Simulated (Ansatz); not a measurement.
Ge (diamond) was relaxed and computed twice in Ansatz (plane waves, PAW), once with LDA and once with PBE.

```
                                                                                             run 1                                    run 2
--------------------  ----------------------------------------------------------------------------  ---------------------------------------
cell                  a = 5.7610 Å, b = 5.7610 Å, c = 5.7610 Å, α = 90.00°, β = 90.00°, γ = 90.00°  a = b = c = 5.622 Å, α = β = γ = 90.00°
B₀ by P(V) fit (GPa)                                                                          58.6                                     71.7
K_Hill (GPa)                                                                                  58.9                                     71.7
G_Hill (GPa)                                                                                  44.3                                     50.1
Θ_D (K)                                                                                        338                                      356
```

Task: Which run used which functional?

Result: Run 1 is PBE, run 2 is LDA.

All cells were relaxed under the symmetry of their starts (and spin orders); stability against distortions was not tested throughout. Spin–orbit coupling is left out wherever it is not named.

Potentials: the later of the program's two PAW sets.

Ansatz (a program for electronic structure) is a plane-wave DFT program.
